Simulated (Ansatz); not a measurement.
Input:

AlB3N3:
```cif
data_Al2B6N6
_chemical_formula_sum 'B6 N6 Al2'
_space_group_name_H-M_alt 'P 1'
_space_group_IT_number 1
_cell_length_a 4.30933
_cell_length_b 4.30933
_cell_length_c 13.84916
_cell_angle_alpha 90.000
_cell_angle_beta 90.000
_cell_angle_gamma 60.003
loop_
_space_group_symop_operation_xyz
  'x, y, z'
loop_
_atom_site_label
_atom_site_type_symbol
_atom_site_fract_x
_atom_site_fract_y
_atom_site_fract_z
_atom_site_occupancy
B1 B 0.83430 0.16570 0.00000 1
N1 N 0.16657 0.16676 0.00000 1
N2 N 0.11728 0.88272 0.50000 1
B2 B 0.45019 0.88329 0.50000 1
B3 B 0.16550 0.50010 0.00000 1
N3 N 0.49990 0.50010 0.00000 1
N4 N 0.45035 0.21661 0.50000 1
B4 B 0.78415 0.21585 0.50000 1
B5 B 0.49990 0.83450 0.00000 1
N5 N 0.83324 0.83343 0.00000 1
N6 N 0.78339 0.54965 0.50000 1
B6 B 0.11671 0.54981 0.50000 1
Al1 Al 0.49926 0.50074 0.24878 1
Al2 Al 0.49926 0.50074 0.75122 1
```

This is the r²SCAN-relaxed structure.

Task: All from the program Ansatz at the r²SCAN level (PAW), unless another level is named. Estimate the electronic character.

Result: metallic (no gap).

Task: Predict the density of states at the Fermi level.

Result: 0.17 states/eV per atom (mean over ±0.08 eV).

Task: Next, the formation energy from the elements (no fitted shifts)?

Result: -77 kJ/mol of atoms.

Space group Amm2. The start of the workflow was typed in or built on a structure type; neither database checked (COD, Materials Project) lists it. Whether it is the stable phase at ambient conditions was not checked. Symmetry was held in the r²SCAN relaxation; its stability against distortions is not shown here. The volume moved by 105 % from the start of the relaxation. The references are the lowest solids computed at this level, not always the standard phases (solids in place of the gases).

Potentials: the earlier of the program's two PAW sets.
